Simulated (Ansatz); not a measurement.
This run works on a proposed trial structure, not on a known crystal.

Input and command of a plane-wave DFT calculation in Ansatz:

```yaml
crystal:
  lattice:
    - [7.0106773264, -0.0743834562, -0.173737607]
    - [-3.5697566258, 6.0829369009, 0.1422495901]
    - [-0.241702482, 0.0889642994, 9.7329998115]
  atoms:
    - { symbol: Be, position: [1.0117819811, 0.0052414114, 1.0119019245] }
    - { symbol: Be, position: [0.4898375559, 0.4898715747, 0.9948780811] }
    - { symbol: Be, position: [0.0241475114, 0.4947728239, 0.9803298941] }
    - { symbol: Be, position: [0.5065114475, 1.0108461951, 1.0097583851] }
    - { symbol: S, position: [0.1495895791, 0.8216358783, -0.0038267471] }
    - { symbol: S, position: [0.1619308901, 0.3547092995, -0.0118198418] }
    - { symbol: S, position: [0.65903839, 0.7977297194, 0.0012856317] }
    - { symbol: S, position: [0.6675115981, 0.3403416479, 0.9813131451] }
    - { symbol: S, position: [0.4888422323, 0.4925000404, 0.5918673073] }
    - { symbol: S, position: [0.1754593417, 0.3679675474, 0.4837871588] }
    - { symbol: S, position: [0.0176455447, 0.5408576685, 0.5780562105] }
    - { symbol: S, position: [0.5149769818, 0.9972838761, 0.572396005] }
    - { symbol: S, position: [0.1753631654, 0.8135346005, 0.4932402831] }
    - { symbol: S, position: [0.6240304476, 0.8060410503, 0.4968325628] }
basis:
  ecutwfc: 420
kpoints:
  mp_grid: { grid: [3, 3, 2] }
hamiltonian:
  xc: pbe
scf:
  occupations: { method: gaussian, width: 0.1 }
  lower_state_search: "off"
output:
  forces: true
  stress: true
  eigenvalues: true
relax:
  adjacent_minimum: "off"
  f_tol: 0.025
  max_steps: 60
  cell: { stress_tol: 0.25 }
```

```bash
ansatz run input.yaml --threads 1 --pin off --max-ram 2560MiB --backend cpu --events-out ev --progress --plain --runs-dir out
```

Processor: AMD EPYC 9R45 96-Core Processor (Zen 5), 1 thread, on a host shared with other jobs.

Task: Estimate time, memory and problem size.

Result: About 3.3 min, peak memory 0.65 GiB. It solves 48 bands at 10 k points (after reduction by symmetry) with about 7517 plane waves (on the last cell), in 219 SCF iterations over 31 ionic steps.
